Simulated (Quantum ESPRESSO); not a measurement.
TiPd3Zn3Ga, input and log of a self-consistent run

Simulated, not a measurement. The program is pw.x of Quantum ESPRESSO 7.5 (plane-wave density functional theory). The cell is made up: eight metal atoms on a face-centred cubic lattice, with elements, volume, strain and displacements drawn at random and not relaxed, so it may be unstable or far from any real phase. PseudoDojo standard norm-conserving files set the functional (PBE unless stated); there is no spin polarisation or spin-orbit coupling, the Fermi-Dirac width of 0.25 eV means electrons at about 2900 K, and the masses in the input are unused placeholders. A spin test at this wide smearing found no moment, but such smearing suppresses magnetism that the real alloy may have.

Input:

```
&control calculation='scf', pseudo_dir='./dojo.nc.sr.pbe.v0_5.standard.upf', outdir='./o', disk_io='minimal', tprnfor=.true., tstress=.true. /
&system ibrav=0, nat=8, ntyp=4, nbnd=83, ecutwfc=84.00895049, nosym=.true., tot_charge=0,
 occupations='smearing', smearing='fd', degauss=0.0183746611
/
&electrons conv_thr=1.470e-08, electron_maxstep=70, mixing_beta=0.5 /
ATOMIC_SPECIES
Ga 1.0 Ga.upf
Pd 1.0 Pd.upf
Ti 1.0 Ti.upf
Zn 1.0 Zn.upf
CELL_PARAMETERS angstrom
1.9531 3.9499 1.9
0.0433 3.9556 -3.8546
-3.8959 3.934 0.0217
ATOMIC_POSITIONS angstrom
Ti -0.068 -0.005 0.0332
Pd -1.9548 1.9464 0.1321
Zn 0.0382 1.9637 -2.0404
Zn -1.9528 4.0909 -1.8937
Ga 0.0345 3.9772 0.0932
Zn -2.0709 5.9582 0.0258
Pd 0.059 5.8294 -1.8944
Pd -1.9643 7.8692 -1.869
K_POINTS automatic
5 5 5 1 1 1
```

The log is shortened where brackets say so; the opening notice, blank lines, dates and the lines on written files are dropped, and the path of the files is cut. It prints rydbergs, bohrs and kilobars, and counts compression as positive stress. Its total energy is the free energy E - TS of the whole cell.

```
     Program PWSCF v.7.5
     Parallel version (MPI & OpenMP), running on       4 processor cores
     Number of MPI processes:                 4
     Threads/MPI process:                     1
     [start-up lines left out]
     bravais-lattice index     =            0
     lattice parameter (alat)  =       9.0680  a.u.
     unit-cell volume          =     801.0324 (a.u.)^3
     number of atoms/cell      =            8
     number of atomic types    =            4
     number of electrons       =       139.00
     number of Kohn-Sham states=           83
     kinetic-energy cutoff     =      84.0090  Ry
     charge density cutoff     =     336.0358  Ry
     scf convergence threshold =      1.5E-08
     mixing beta               =       0.5000
     number of iterations used =            8  plain     mixing
     Exchange-correlation= PBE
                           (   1   4   3   4   0   0   0)
     [axes and pseudopotential details left out]
   Cartesian axes
     site n.     atom                  positions (alat units)
         1        Ti     tau(   1) = (  -0.0141709  -0.0010420   0.0069187  )
         2        Pd     tau(   2) = (  -0.4073710   0.4056205   0.0275290  )
         3        Zn     tau(   3) = (   0.0079607   0.4092258  -0.4252097  )
         4        Zn     tau(   4) = (  -0.4069543   0.8525242  -0.3946381  )
         5        Ga     tau(   5) = (   0.0071896   0.8288296   0.0194224  )
         6        Zn     tau(   6) = (  -0.4315657   1.2416606   0.0053766  )
         7        Pd     tau(   7) = (   0.0122953   1.2148193  -0.3947840  )
         8        Pd     tau(   8) = (  -0.4093508   1.6399040  -0.3894907  )
     number of k points=    63  Fermi-Dirac smearing, width (Ry)=  0.0184
                       cart. coord. in units 2pi/alat
        k(    1) = (  -0.0004132   0.1215664   0.0002575), wk =   0.0320000
        k(    2) = (  -0.1842772   0.1831000   0.0613381), wk =   0.0320000
     [further k points left out]
     Dense  grid:    83371 G-vectors     FFT dimensions: (  54,  64,  64)
     Estimated max dynamical RAM per process >     364.73 MB
     Estimated total dynamical RAM >       1.37 GB
     Initial potential from superposition of free atoms
     starting charge     138.9948, renormalised to     139.0000
     Starting wfcs are   76 randomized atomic wfcs +    7 random wfcs
     total cpu time spent up to now is        4.3 secs
     per-process dynamical memory:   294.7 Mb
     Self-consistent Calculation
     iteration #  1     ecut=    84.01 Ry     beta= 0.50
     Davidson diagonalization with overlap
     ethr =  1.00E-02,  avg # of iterations =  3.0
     total cpu time spent up to now is       14.9 secs
     total energy              =   -2330.55416031 Ry
     estimated scf accuracy    <      13.36534732 Ry
     iteration #  2     ecut=    84.01 Ry     beta= 0.50
     Davidson diagonalization with overlap
     ethr =  9.62E-03,  avg # of iterations =  3.0
     total cpu time spent up to now is       25.8 secs
     total energy              =   -2339.13325494 Ry
     estimated scf accuracy    <      24.19701998 Ry
     iteration #  3     ecut=    84.01 Ry     beta= 0.50
     Davidson diagonalization with overlap
     ethr =  9.62E-03,  avg # of iterations =  2.0
     total cpu time spent up to now is       35.3 secs
     total energy              =   -2339.67053035 Ry
     estimated scf accuracy    <       5.79304223 Ry
     iteration #  4     ecut=    84.01 Ry     beta= 0.50
     Davidson diagonalization with overlap
     ethr =  4.17E-03,  avg # of iterations =  2.8
     total cpu time spent up to now is       44.5 secs
     total energy              =   -2339.04964052 Ry
     estimated scf accuracy    <       3.57959713 Ry
     iteration #  5     ecut=    84.01 Ry     beta= 0.50
     Davidson diagonalization with overlap
     ethr =  2.58E-03,  avg # of iterations =  5.7
     total cpu time spent up to now is       55.9 secs
     total energy              =   -2338.99994955 Ry
     estimated scf accuracy    <       0.98340400 Ry
     [iterations 6 to 10 left out]
     iteration # 11     ecut=    84.01 Ry     beta= 0.50
     Davidson diagonalization with overlap
     ethr =  1.80E-07,  avg # of iterations =  2.0
     total cpu time spent up to now is      112.1 secs
     total energy              =   -2339.07200433 Ry
     estimated scf accuracy    <       0.00003392 Ry
     iteration # 12     ecut=    84.01 Ry     beta= 0.50
     Davidson diagonalization with overlap
     ethr =  2.44E-08,  avg # of iterations =  2.8
     total cpu time spent up to now is      121.7 secs
     total energy              =   -2339.07200093 Ry
     estimated scf accuracy    <       0.00012389 Ry
     iteration # 13     ecut=    84.01 Ry     beta= 0.50
     Davidson diagonalization with overlap
     ethr =  2.44E-08,  avg # of iterations =  2.2
     total cpu time spent up to now is      131.0 secs
     total energy              =   -2339.07201409 Ry
     estimated scf accuracy    <       0.00000677 Ry
     iteration # 14     ecut=    84.01 Ry     beta= 0.50
     Davidson diagonalization with overlap
     ethr =  4.87E-09,  avg # of iterations =  1.0
     total cpu time spent up to now is      139.3 secs
     total energy              =   -2339.07201455 Ry
     estimated scf accuracy    <       0.00000032 Ry
     iteration # 15     ecut=    84.01 Ry     beta= 0.50
     Davidson diagonalization with overlap
     ethr =  2.29E-10,  avg # of iterations =  2.1
     total cpu time spent up to now is      148.4 secs
     End of self-consistent calculation
     [lines on levels left out]
!    total energy              =   -2339.07201458 Ry
     estimated scf accuracy    <       0.00000001 Ry
     smearing contrib. (-TS)   =      -0.07075494 Ry
     internal energy E=F+TS    =   -2339.00125964 Ry
     The total energy is F=E-TS. E is the sum of the following terms:
     one-electron contribution =   -1155.79099430 Ry
     hartree contribution      =     654.02234283 Ry
     xc contribution           =    -321.41106916 Ry
     ewald contribution        =   -1515.82153902 Ry
     convergence has been achieved in  15 iterations
     Forces acting on atoms (cartesian axes, Ry/au):
     atom    1 type  3   force =     0.02116636    0.01000961    0.01534016
     atom    2 type  2   force =     0.00205115    0.01528573   -0.07035927
     atom    3 type  4   force =    -0.00901022    0.00072307    0.02900782
     atom    4 type  4   force =    -0.00648990   -0.03075925    0.01679922
     atom    5 type  1   force =    -0.03550877    0.00005670   -0.00904276
     atom    6 type  4   force =     0.02414456   -0.00991560   -0.00267458
     atom    7 type  2   force =    -0.00594098    0.02741043    0.01716105
     atom    8 type  2   force =     0.00958781   -0.01281070    0.00376836
     Total force =     0.107461     Total SCF correction =     0.000386
     Computing stress (Cartesian axis) and pressure
          total   stress  (Ry/bohr**3)                   (kbar)     P=       45.02
   0.00031540  -0.00011609   0.00009665           46.40      -17.08       14.22
  -0.00011609   0.00033082   0.00001495          -17.08       48.67        2.20
   0.00009665   0.00001495   0.00027187           14.22        2.20       39.99
     init_run     :      4.10s CPU      4.24s WALL (       1 calls)
     electrons    :    141.50s CPU    144.11s WALL (       1 calls)
     forces       :      1.35s CPU      1.35s WALL (       1 calls)
     stress       :      4.49s CPU      4.49s WALL (       1 calls)
     [timing details left out]
     PWSCF        :   2m31.52s CPU   2m34.29s WALL
     JOB DONE.
```

In other units: free energy -31824.696 eV for the cell, pressure 4.50 GPa, largest force component 1.809 eV/Å in size. The run took 156 s of wall time with four MPI processes on a shared machine (AMD EPYC, Zen 5, virtual cores), so the time is rough. A rerun of this cell at a higher cutoff and on a denser mesh moved values by no more than 0.004 eV in energy, 0.08 GPa in stress and 0.007 eV/Å in force, and a second program with other atomic files agreed on that cell to 2 % rms in force and 0.5 GPa in pressure.